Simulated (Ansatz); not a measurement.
Values for one crystal, relaxed and computed with plane-wave PAW r²SCAN (Ansatz code); other levels are named.

| Property | Result |
|---|---|
| Volume per atom | 14.21 Å³ |
| Electronic character | metallic (no gap) |
| Density of states at the Fermi level | 0.39 states/eV per atom (mean over ±0.08 eV) |
| Pressure derivative B′ | 4.8 |
| Bulk modulus (Birch–Murnaghan fit) | 78.5 GPa |

Which compound is it?
(A) Si, A15 (β-W type)
(B) As, I4_132 (As on 8a)
(C) As, bcc (W type)
(D) Te, simple cubic

A, Si, A15 (β-W type)

Space group Pm-3n (A15 (β-W type)). A made-up cell: these elements were put on the sites of a structure type; the Crystallography Open Database copy checked does not list it. It is not the phase usual at ambient conditions (space group No. 227). The r²SCAN relaxation kept the symmetry of its start; whether a distortion lowers the energy is not shown.

Potentials: the earlier of the program's two PAW sets.
